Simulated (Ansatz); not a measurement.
Ca$_{2}$PF$_{6}$ in Ansatz, settings compared

The input file (Ansatz 0.2.0, plane waves):

```yaml
crystal:
  lattice:
    - [2.909139, 5.038772, 0.0]
    - [-2.909139, 5.038772, 0.0]
    - [0.0, 0.0, 4.571047]
  atoms:
    - { symbol: P, position: [0.0, 0.0, 0.0] }
    - { symbol: F, position: [0.136, 0.728, 0.2] }
    - { symbol: F, position: [0.136, 0.136, 0.2] }
    - { symbol: F, position: [0.728, 0.136, 0.2] }
    - { symbol: F, position: [0.864, 0.272, 0.8] }
    - { symbol: F, position: [0.272, 0.864, 0.8] }
    - { symbol: F, position: [0.864, 0.864, 0.8] }
    - { symbol: Ca, position: [0.33333, 0.33334, 0.69] }
    - { symbol: Ca, position: [0.66667, 0.66666, 0.31] }
  symmetry: { tolerance: 0.0003 }
kpoints:
  mp_grid: { grid: [4, 4, 4], shift: [0, 0, 0] }
magnetization:
  spin_polarized: false
scf:
  occupations: { method: fermi_dirac, width: 0.0329 }
hamiltonian:
  pseudopotentials: { kind: paw }
  xc: pbe
basis:
  ecutwfc: 420
output:
  forces: true
  stress: true
  eigenvalues: true
  write_density: true
  write_potential: true
  elf: true
  volumetric_format: npy
```

Launch command:

```bash
ansatz run input.yaml --threads 1 --pin off --max-ram 2560MiB --backend cpu --events-out ev --progress --plain --runs-dir out
```

Origin of the cell: a known structure type with other elements, at an estimated volume, so it need not be a known compound.

Output of this run (shortened):

```
Warning: the atoms were moved onto the symmetric positions of the space group found under crystal.symmetry.tolerance 3.0e-4 (fractional; no operation is sought that the atoms, as they stand i […]
Pseudopotentials: kind: paw
Pseudopotential: P, paw, valence charge 5, recommended cutoff 420 eV (normal), P.paw.azcp
Pseudopotential: F, paw, valence charge 7, recommended cutoff 420 eV (normal), F.paw.azcp
Pseudopotential: Ca, paw, valence charge 10, recommended cutoff 420 eV (normal), Ca.paw.azcp
Functional definition: PBE
  exchange = pbe_x(kappa = kappa, mu = beta*pi^2/3)
  correlation = pbe_c(beta = beta)
Crystal: 9 atoms, lattice volume = 134.009 Å³
Basis set: ecut = 420 eV, 2607 PW (Γ), exchange–correlation on 80×80×64 points (8 copies of the dense FFT grid, shifted against one another)
Bands: 43, of which v1, the nominal top of the filled ones, is band 34 counted from 1 (33 counted from 0)
Symmetry: 12 space group operations
[… 8 lines left out …]
Initial density: superposition of atomic densities (neutral atoms: chi_scale 0, normalization atom), corrected by the library's trained network
Functional: x = pbe(κ = 0.804, μ = 0.219515), c = pbe(β = 0.066725)
SCF iter   1: F=—  HF=-9240.280749 eV  Δρ=7.80e-3  dr2=1.36e-1
SCF iter   2: F=—  HF=-9240.269360 eV  Δρ=4.05e-3  dr2=5.05e-2  defer=17
SCF iter   3: F=—  HF=-9240.263614 eV  Δρ=1.97e-3  dr2=1.45e-2  defer=17
SCF iter   4: F=—  HF=-9240.260693 eV  Δρ=7.15e-4  dr2=1.22e-3  defer=17
SCF iter   5: F=—  HF=-9240.260559 eV  Δρ=2.66e-4  dr2=1.73e-4  defer=17
SCF iter   6: F=—  HF=-9240.260572 eV  Δρ=8.12e-5  dr2=2.32e-5  defer=17
SCF iter   7: F=—  HF=-9240.260573 eV  Δρ=2.52e-5  dr2=1.62e-6  defer=17
SCF iter   8: F=—  HF=-9240.260573 eV  Δρ=8.49e-6  dr2=1.43e-7  defer=17
SCF iter   9: F=-9240.260574 eV  HF=-9240.260574 eV  Δρ=2.79e-6  dr2=1.90e-8
SCF 1 converged in 9 iterations: F = -9240.260574 eV  dr2 = 1.90e-8
SCF converged after 9 iterations
Free energy (F): -9240.260574 eV
Harris-Foulkes:  -9240.260574 eV  (|F-HF|=8.02e-10)
Internal energy: -9240.238267 eV  (E = F + TS)
E sigma→0 (E₀):  -9240.249420 eV
Entropy (-TS):   -0.022306 eV (-2.478 meV/atom)
Fermi energy:    9.235807 eV
--- Per-component energies (eV) ---
  E_band       = -582.481332
  E_kinetic    = 1884.840922
  E_local      = -5668.706811  (includes V_loc(G=0)·N_el)
  E_nonlocal   = 596.390082
  E_hartree    = 2079.792873
  E_xc         = -818.010914
  E_vxc        = -1021.469602  (∫ρ·V_xc dr)
  E_paw        = -3488.768238  (= ΣΔE_a)
  E_vpaw       = -533.133969  (= ΣTr[D̂ρ^β])
  E_aug_tail   = 0.012369  (compensation charges beyond the density's cutoff)
  E_ewald      = -3825.788550
  E_smearing   = -0.022306  (= −TS)
  Σ components = -9240.260574   (vs F -9240.260574, Δ=0.00e0)
--- Forces (eV/Å), atoms counted from 1 ---
  atom   1  P     -0.000000     0.000000     0.000000
  atom   2  F      0.530244    -0.306137     0.850335
  atom   3  F      0.000000     0.612273     0.850335
  atom   4  F     -0.530244    -0.306137     0.850335
  atom   5  F     -0.530244     0.306137    -0.850335
  atom   6  F      0.530244     0.306137    -0.850335
  atom   7  F      0.000000    -0.612273    -0.850335
  atom   8  Ca     0.000000     0.000000     0.264881
  atom   9  Ca     0.000000     0.000000    -0.264881
  max |Σ_I F_I| component: 2.22e-16 eV/Å
--- Stress (GPa, compression-positive) ---
       12.035902       0.000000       0.000000
        0.000000      12.035902       0.000000
       -0.000000      -0.000000      12.009396
  P = ⅓ Tr σ = 12.0271 GPa (120.271 kbar)
```

The same input was run again with these changes:

1. `scf.mixing.preconditioner` default → none
2. `scf.lower_state_search` default → standard
3. `basis.ecutrho_ratio` default → 8; `basis.ecutwfc` 420 → "18.4 Ry"; `hamiltonian.dispersion` default → d3bjatm
4. `scf.initial_density.chi_scale` default → 0.3; `scf.mixing.preconditioner` default → kerker_dos; typed moments: none

| run | end | SCF iterations | P (GPa) | max force component (eV/Å) | moment (μB) | ΔE(σ→0) (meV/atom) |
| --- | --- | --- | --- | --- | --- | --- |
| base | converged | 9 | 12.03 | 0.850 | – | 0 |
| 1 | converged | 7 | 12.03 | 0.850 | – | 0.00 |
| 2 | converged | 9 | 12.03 | 0.850 | – | 0.00 |
| 3 | converged | 9 | 11.54 | 0.968 | – | – |
| 4 | converged | 13 | 12.03 | 0.851 | – | 0.00 |

Energies are compared only where functional, datasets, charge and starting cell are the same.

Not properties of the system: run 3 (too coarse or loose: `basis.ecutwfc` = "18.4 Ry").

Caveats of the base run: no moments, though an odd count or open d shells may carry them; the k mesh is coarse if the cell is a metal.

Run 3: the cutoff lies below the datasets' advice.

Time of the base run: 7.3 s on 1 thread of Arm Neoverse V1, with other jobs on the host, peak memory 0.37 GiB, from the program's own first density.
